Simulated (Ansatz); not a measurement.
A frame of Ge₁₃H₇ from dynamics at 3000 K, with the forces (eV/Å) computed on a k mesh in the last three columns. All numbers below come from DFT PBE, scalar-relativistic, plane waves, PAW in Ansatz 0.2.0.

Cutoff 420 eV; k points 4×3×3 on the computed 20-atom cell (Γ-centred); Fermi–Dirac smearing, width 0.26 eV; no spin polarisation.

```xyz
20
Lattice="6.891 0.259 0.112 0.259 7.139 0.009 0.112 0.009 7.208" Properties=species:S:1:pos:R:3:forces:R:3 pbc="T T T"
H     0.463    4.981    4.434   -1.050   -0.550   -0.210
H     2.342    0.661    6.935   -0.040    0.110    0.450
H     6.518    5.062    4.393    1.540   -0.170    0.370
H     4.753    6.639    0.114    0.080    0.300    0.410
H     3.701    4.312    6.367   -0.420    0.360   -0.270
H     3.873    1.046    3.330   -0.320   -0.330    0.200
H     5.555    6.028    7.043    0.000   -0.060    1.880
Ge    0.892    2.420    6.976    0.070   -0.460   -0.520
Ge    3.719    1.552    0.156   -0.270   -0.520   -0.170
Ge    0.767    2.202    3.702   -0.290   -0.020    0.070
Ge    7.013    4.267    1.868   -1.180    0.150    0.220
Ge    4.148    5.504    2.568    0.200    0.260    0.020
Ge    5.215    6.164    5.484   -0.480    0.880   -2.040
Ge    5.226    3.777    7.013    0.300   -0.120   -0.010
Ge    1.167    6.427    0.820    0.740   -0.040   -1.120
Ge    5.188    2.072    2.903   -0.380    0.070   -0.690
Ge    7.119    7.141    3.087   -0.210    0.650    0.830
Ge    3.080    2.352    4.535    0.710    0.330    0.610
Ge    2.572    3.836    1.536    0.770   -0.570   -0.210
Ge    2.706    5.390    4.945    0.220   -0.290    0.170
```

Static pressure 0.1 GPa (no kinetic part), no gap on the mesh.

Counting as bonded all pairs within 1.2 times the summed covalent radii:

```csv
atom → neighbour,mean count,mean length (Å),spread (Å)
Ge → Ge,2.62,2.66,0.13
Ge → H,0.31,1.71,0.07
H → Ge,0.57,1.71,0.07
```

Angles between all pairs of such bonds at an atom (mean ± spread): 99 ± 31° at Ge.

Cost: 1 run of about 2 core-minutes, on Arm Neoverse V2 (shared hosts).